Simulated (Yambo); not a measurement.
G0W0@PBEsol for K2Se (anti-fluorite, space group Fm-3m, No. 225) in Yambo (2×2×2 mesh, 7 Ry block, plasmon pole, screening fixed), without a terminator:

```
bands N in G  gap X → Γ (eV)  shift of the valence edge (eV)
------------  --------------  ------------------------------
116                    3.751                          -1.222
202                    3.887                          -1.488
320                    3.949                          -1.602
```

Extrapolate both columns to infinite N with E(N) = E∞ + A/N, test the form, and compare with the terminator.

From two points, E∞ = (N2 E2 − N1 E1)/(N2 − N1). The two largest N give 4.06 eV for the gap and -1.80 eV for the shift; the two smallest give 4.07 eV and -1.85 eV. For the gap the slopes A are -37 and -34 eV: the 1/N form holds. For the shift the slopes A are 72 and 62 eV: the 1/N form holds. With the Bruneval-Gonze terminator and 320 bands the run gives 3.97 eV and -1.67 eV, 0.08 eV and 0.13 eV from the extrapolated values: the terminator too is an estimate of the remainder. Block, mesh and the bands in W are held fixed.

The standard potential for Se keeps a d shell in the valence without the s and p states of that shell. In tests on such compounds this moved G0W0 gaps by up to about 0.9 eV, so absolute quasiparticle energies here are unreliable; differences between settings are what counts.

Spin-orbit coupling is included.

Geometry relaxed with PBEsol; primitive cell a = 5.3801 Å, b = 5.3801 Å, c = 5.3801 Å, α = 60.00°, β = 60.00°, γ = 60.00°.

A shift is the quasiparticle energy of the state minus its PBEsol energy.
